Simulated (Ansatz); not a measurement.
The calculation used DFT PBE, scalar-relativistic, plane waves, PAW in Ansatz. Settings: cutoff 420 eV, Γ-centred meshes spaced at most about 0.3 Å⁻¹, and about 0.25 Å⁻¹ or finer for metals (2π included), Gaussian smearing. No spin polarisation in the final relaxations.

These are static total energies at zero pressure.

Two forms of Sn3P4 were relaxed alike.

A.

```
CELL_PARAMETERS angstrom
6.39355 0.00000 0.00000
0.00000 6.39355 0.00000
0.00000 0.00000 3.86111
ATOMIC_POSITIONS crystal
Sn 0.50000 0.50000 0.00000
Sn 0.00000 0.50000 0.00000
Sn 0.50000 0.00000 0.00000
P 0.17781 0.17781 0.50000
P 0.82219 0.82219 0.50000
P 0.82219 0.17781 0.50000
P 0.17781 0.82219 0.50000
```

B.

```
CELL_PARAMETERS angstrom
2.60528 -5.48541 0.00000
2.60528 5.48541 0.00000
0.00000 0.00000 6.71113
ATOMIC_POSITIONS crystal
Sn 0.18897 0.81103 0.00000
Sn 0.81103 0.18897 0.00000
Sn 0.50000 0.50000 0.50000
P 0.15125 0.84875 0.50000
P 0.84875 0.15125 0.50000
P 0.00000 0.00000 0.27398
P 0.00000 0.00000 0.72602
```

Question: Which is lower in energy, and by how much?

Answer: A is lower, by 62 meV/atom. A has space group P4/mmm (No. 123), 22.5 Å³/atom and no gap on its mesh; B has space group Cmmm (No. 65), 27.4 Å³/atom and no gap. Counting P atoms around Sn (those within 1.25 times the shortest such distance or 1.15 times the sum of covalent radii, 1.27 where that leaves under three; a plus sign parts nearer from farther groups; the shortest distance is added where it exceeds 1.18 times the sum of covalent radii; a slash parts the counts of unlike sites), A has Sn 8 from 3.0 Å/8 from 3.5 Å and B has Sn 2+2/8 from 3.0 Å. A and B both hold P–P units of three or more atoms. The denser one is the lower, and pressure would at first widen the difference. Even the lower one lies +0.25 eV/atom against the reference forms of the elements (uncorrected), so neither is stable at this level. In A, Sn on a site of symmetry 4/mmm has 4 Sn at 3.20 Å, 8 P at 3.49 Å and 2 Sn at 3.86 Å; around Sn on a site of symmetry mmm lie 8 P at 3.04 Å and 2 Sn at 3.20 Å; P has 2 P at 2.27 Å, 4 Sn at 3.04 Å, 1 P at 3.22 Å and 2 Sn at 3.49 Å. In B, Sn on a site of symmetry m2m has 2 P at 2.77 Å, 2 Sn at 2.93 Å and 2 P at 3.38 Å; Sn on a site of symmetry mmm has 8 P at 3.01–3.09 Å; around P on a site of symmetry m2m lie 2 P at 2.25 Å, 2 Sn at 3.09 Å, 3 P at 3.32–3.39 Å and 2 Sn at 3.38 Å; 1 more site not described. Both come from invented guesses.

Cells relaxed within their symmetry can be saddle points.
